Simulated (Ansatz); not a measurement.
# CrGaC₄N₄: start and end of a relaxation

A trial structure of CrGaC₄N₄ was built thus: two interpenetrating cyanide-bridged diamond nets (P-43m, No. 215). Lengths were set from tabulated atomic sizes, so they are only a guess.

POSCAR.start

```
Cr Ga C N
1.0
     5.88435    0.00000    0.00000
     0.00000    5.88435    0.00000
     0.00000    0.00000    5.88435
Cr Ga C N
1 1 4 4
Direct
  0.50000 0.50000 0.50000
  0.00000 0.00000 0.00000
  0.18603 0.18603 0.18603
  0.18603 0.81397 0.81397
  0.81397 0.18603 0.81397
  0.81397 0.81397 0.18603
  0.30082 0.30082 0.30082
  0.30082 0.69918 0.69918
  0.69918 0.30082 0.69918
  0.69918 0.69918 0.30082
```

Method: DFT PBE, scalar-relativistic, plane waves, PAW (Ansatz 0.2.0). Cutoff 420 eV, Gaussian smearing, Γ-centred meshes. Cell and atoms relax first on a coarse mesh and then on a converged one. In between, the cell is made exact in the group found at 0.06 Å. The steps can't lower the symmetry of their start. Collinear spin, starting moments Cr 3.0 μB.

POSCAR.end

```
Cr Ga C N
1.0
     5.95994    0.00000    0.00000
     0.00000    5.95994    0.00000
     0.00000    0.00000    5.95994
Cr Ga C N
1 1 4 4
Direct
  0.50000 0.50000 0.50000
  0.00000 0.00000 0.00000
  0.19057 0.19057 0.19057
  0.19057 0.80943 0.80943
  0.80943 0.19057 0.80943
  0.80943 0.80943 0.19057
  0.30389 0.30389 0.30389
  0.30389 0.69611 0.69611
  0.69611 0.30389 0.69611
  0.69611 0.69611 0.30389
```

The symmetry stays P-43m (No. 215). The volume per atom grows by 3.9 %, from 20.4 to 21.2 Å³. The shortest distance stays 1.17 Å (C–N).

- Volume per atom: 21.17 Å³
- Density: 1.77 g/cm³
- Formation energy: +0.363 eV/atom
- Gap on the 6×6×6 mesh of the 10-atom cell: 1.04 eV
- Net moment per atom: 0.50 μB
- Moment by site: Cr 3.0 μB

The zero of energy is the elements' standard structures at the same level (N₂ as a molecule); no fitted shifts are applied. A positive value: parting into the elements would lower its energy.

The last run used collinear spin and Gaussian smearing of 0.02 eV. Kohn–Sham gaps at this level usually fall short of measured ones. The reference form of C is held partly by dispersion forces, which this level lacks. Another magnetic order may lie lower. Symmetry constrained the relaxation, so the result can be a saddle point. In all, the 3 runs took 2.2 min on 1 thread of Intel(R) Xeon(R) 6975P-C (Granite Rapids) (shared host). Site moments count only spheres around the atoms; the net moment includes the space between them.
